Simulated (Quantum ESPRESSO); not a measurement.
# One change at a time to InPd3RhRu2Ta

Calculated results; nothing here was measured. They come from Quantum ESPRESSO 7.5, a public plane-wave density functional program. Each row is one single-point run on a made-up periodic cell of eight metal atoms, with elements, volume, strain and displacements drawn at random and not relaxed, so a cell may be unstable or far from any real phase. There is no spin polarisation or spin-orbit coupling.

Settings: PBE unless stated; PseudoDojo standard norm-conserving files; Fermi-Dirac width 0.25 eV, which means electrons at about 2900 K; cutoff 1197 eV; 8 x 4 x 3 k mesh shifted half a step off Gamma. E is the free energy of the whole cell (internal energy minus TS), so a -TS column is already part of it. Stress is positive in tension, and the pressure P is minus a third of its trace.

Checks: one run of this series was repeated at a higher cutoff and on a denser mesh, which moved values by no more than 0.007 eV, 0.07 GPa and 0.007 eV/Å, and a second program with other atomic files agreed on it to 2 % rms in force and 0.5 GPa in pressure. Known limits: heavy elements are run without spin-orbit coupling, which real alloys of them have; a spin test at this wide smearing found no moment, but such smearing suppresses magnetism that the real alloy may have.

The lattice is face-centred cubic, and the cell vectors in Å are (-0.004, 2.040, 2.088); (0.007, 4.022, -4.120); (-8.216, -2.010, 2.075), a volume of 137.99 Å³ in run 1. The elements on sites 1 to 8 are Pd Ta Pd Pd In Ru Ru Rh. Each later run makes one change to run 1 and keeps the rest. E is counted from run 1, and is n/a where other atomic files have another zero of energy.

```
run,change,V (Å³),P (GPa),-TS (eV),rms force (eV/Å),largest change of a force component (eV/Å),E (eV)
1,none,137.99,-12.52,-1.924,0.719,0.000,0.000
2,sites 4 and 6 exchanged,137.99,-12.87,-1.840,0.634,0.445,-0.281
3,all lengths scaled by +0.54 %,140.23,-14.38,-1.963,0.699,0.082,0.188
4,PBEsol in place of PBE,137.99,-19.64,-1.927,0.712,0.088,n/a
5,Sc on site 2,137.99,-9.25,-1.953,0.575,0.749,n/a
6,site 1 moved by -0.12 Å along z,137.99,-12.38,-1.918,0.720,0.441,?
```

## Worked estimate

Along the move dE = -F dx. The force on site 1 along z is -0.029 eV/Å in run 1 and 0.412 eV/Å in run 6, and the move is -0.12 Å, so the mean force times the move gives an estimate.

## Withheld value

Question: what E should run 6 give?

The estimate is 0.023 eV. The calculation gave 0.023 eV.
